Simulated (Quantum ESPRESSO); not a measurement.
# CaZnMgO2ClF: a curve over one atom's position

Computed values, not a measurement. The program is pw.x of Quantum ESPRESSO 7.5 (plane-wave density functional theory). The cell is made up: 7 atoms on a rocksalt lattice with one site empty, with randomly drawn elements, strain and displacements, not relaxed. PseudoDojo standard norm-conserving files (v0.5 for PBE, v0.4.1 for LDA and PBEsol) set the functional; there is no spin polarisation, spin-orbit coupling or dispersion term, and the masses in the input are unused placeholders.

Seven runs move atom 1 (Ca, counted in the order of the input) along z and keep all else fixed.

Input of the run at -0.0006:

```
&control calculation='scf', pseudo_dir='./dojo.nc.sr.pbe.v0_5.standard.upf', outdir='./o', disk_io='medium', tprnfor=.true., tstress=.true. /
&system ibrav=0, nat=7, ntyp=6, nbnd=39, ecutwfc=84.00895049, nosym=.true., tot_charge=0,
 occupations='smearing', smearing='fd', degauss=0.0018374661
/
&electrons conv_thr=7.350e-09, electron_maxstep=60, /
ATOMIC_SPECIES
Ca 1.0 Ca.upf
Cl 1.0 Cl.upf
F 1.0 F.upf
Mg 1.0 Mg.upf
O 1.0 O.upf
Zn 1.0 Zn.upf
CELL_PARAMETERS angstrom
4.4923 0.0149 0.0445
0.0149 4.4441 0.0527
0.0445 0.0527 4.4248
ATOMIC_POSITIONS angstrom
Ca -0.0378 -0.0103 0.0591
Zn 2.2954 0.0145 2.2451
Mg 2.2545 2.2556 0.0704
O 2.2661 -0.0433 0.0375
Cl 2.2962 2.2715 2.286
O 4.5385 0.0729 2.2579
F 4.5175 2.2367 0.0386
K_POINTS automatic
4 4 4 1 1 1
```

| shift of atom 1 along z (Å) | free energy less that of the input shown (eV) | Fx on atom 1 (eV/Å) | Fy on atom 1 (eV/Å) | Fz on atom 1 (eV/Å) | pressure (GPa) | next band up at Gamma (eV) | iterations |
| --- | --- | --- | --- | --- | --- | --- | --- |
| -0.0954 | -0.0096 | 0.780 | 0.182 | 0.346 | 14.16 | 1.043 | 11 |
| -0.0455 | -0.0151 | 0.786 | 0.170 | -0.122 | 14.12 | 1.047 | 11 |
| -0.0121 | -0.0057 | 0.787 | 0.160 | -0.438 | 14.16 | 1.045 | 11 |
| -0.0006 | 0.0000 | 0.787 | 0.156 | -0.550 | 14.19 | 1.044 | 11 |
| +0.0100 | 0.0064 | 0.787 | 0.153 | -0.654 | 14.22 | 1.042 | 11 |
| +0.0687 | 0.0628 | 0.782 | 0.128 | -1.279 | 14.51 | 1.026 | 11 |
| +0.0912 | 0.0946 | 0.778 | 0.117 | -1.547 | 14.67 | 1.016 | 11 |

A cubic fit gives dFz/dz = -9.78 eV/Å² at zero shift. Across the table the free energy follows the integral of the force to within 0.3 meV. A rerun of one of the cells at 1437 eV and a 6 x 6 x 6 mesh moved values by no more than 0.002 eV in energy, 0.03 GPa in stress and 0.005 eV/Å in force. The band column is the level of band 34 at Gamma less that of band 33, whose number is half the electron count, rounded up; it comes from a band step after each run.